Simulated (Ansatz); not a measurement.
Zr:
```yaml
crystal:
  lattice:
    - [2.48609, -4.30695, 0.00000]
    - [2.48609, 4.30695, 0.00000]
    - [0.00000, 0.00000, 3.11159]
  atoms:
    - { symbol: Zr, position: [0.00000, 0.00000, 0.50000] }
    - { symbol: Zr, position: [0.66668, 0.33332, 0.00000] }
    - { symbol: Zr, position: [0.33332, 0.66668, 0.00000] }
```

Relaxed with PBEsol. Special points in fractions of this cell's reciprocal vectors: Γ (0.000, 0.000, 0.000); Y (-0.500, 0.500, 0.000); C0 (-0.333, 0.667, 0.000); Σ0 (0.333, 0.333, 0.000); Z (0.000, 0.000, 0.500); A0 (0.333, 0.333, 0.500); E0 (-0.333, 0.667, 0.500); T (-0.500, 0.500, 0.500); S (0.000, 0.500, 0.000); R (0.000, 0.500, 0.500).

List the band energies nearest the Fermi level at these points for plane-wave PAW PBEsol (Ansatz code).

In eV from the Fermi level; about four levels below and three above (degenerate sets whole), none deeper than 8.9 eV; points with the same levels are listed once.

```csv
k,below,above
Γ,-0.48 -0.48 -0.43 -0.43 -0.17,0.86 1.67 1.67
Y,-0.66 -0.63 -0.51 -0.01,0.73 1.11 1.77
C0,-3.01 -3.01 -0.51 -0.51 -0.08,0.25 0.71 0.71
Z,-2.12 -1.96 -1.96 -1.34,1.23 1.24 1.72 1.73
A0,-1.59 -1.59 -1.14 -1.07 -1.06,0.54 0.55 0.94 0.94
T,-2.03 -1.56 -0.83 -0.46,0.28 0.95 1.32
S,-0.66 -0.63 -0.51 -0.01,0.72 1.11 1.77
```

Space group P6/mmm. This is a known high-pressure phase of the composition, computed here at zero pressure and temperature. The cell was relaxed with PBEsol under the symmetry of its start; whether a distortion lowers the energy is not shown. The run is not spin-polarised. Point labels and valley counts follow the cell and symmetry of the run, lower than the named group. Spin–orbit coupling is left out wherever it is not named.

Potentials: the earlier of the program's two PAW sets.
